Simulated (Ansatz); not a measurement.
**LiGa: pressure against volume**

LiGa, Fd-3m, a = 6.156 Å. The structure is a COD entry; whether it is the stable form wasn't checked. Ansatz: PBEsol, PAW, 420 eV, Γ-centred 12×12×12 mesh on 4 atoms, Gaussian smearing 0.10 eV; no spin polarisation. Symmetry fixes shape and atoms, so the cell is only scaled; pressure is positive in compression.

```
V (Å³/atom) P (GPa)
     12.829        ?
     13.267     5.53
     13.704     3.34
     14.141     1.52
     14.579     0.00
     15.016    -1.29
     15.453    -2.41
     16.037    -3.65
```

**Question.** Take V0 = 14.579 Å³/atom, fit the third-order Birch–Murnaghan form to the other rows, and predict the missing pressure.

**Answer.** With the Eulerian strain f = ½[(V0/V)^(2/3) − 1] and y = P/[3f(1 + 2f)^(5/2)], the form is the line y = B0 + 1.5 B0 (B0′ − 4) f. Rows (f, y): 0.03244, 48.6; 0.02106, 47.7; 0.01027, 46.9; -0.00975, 46.3; -0.01904, 46.5; -0.03078, 46.3. Means f = 0.0007000, y = 47.050; Σ(Δf)² = 0.003003, ΣΔfΔy = 0.1033; the slope is their ratio. y = 47.03 + 34.39 f GPa, so B0 = 47.0 GPa and B0′ = 4 + 2 × (34.39)/(3 × 47.03) = 4.49. At V = 12.829, f = 0.04449, y = 48.56 and P = 8.02 GPa. The run gave 8.14 GPa, so the fit is 0.12 GPa too low, 1 % of the span of the series, against an rms of 0.02 GPa on the fitted rows. The row lies outside the fitted range. A fourth-order term fitted to the same rows gives P = 8.22 GPa at this row's volume (the line 8.02, the run 8.14), which recovers part of the miss.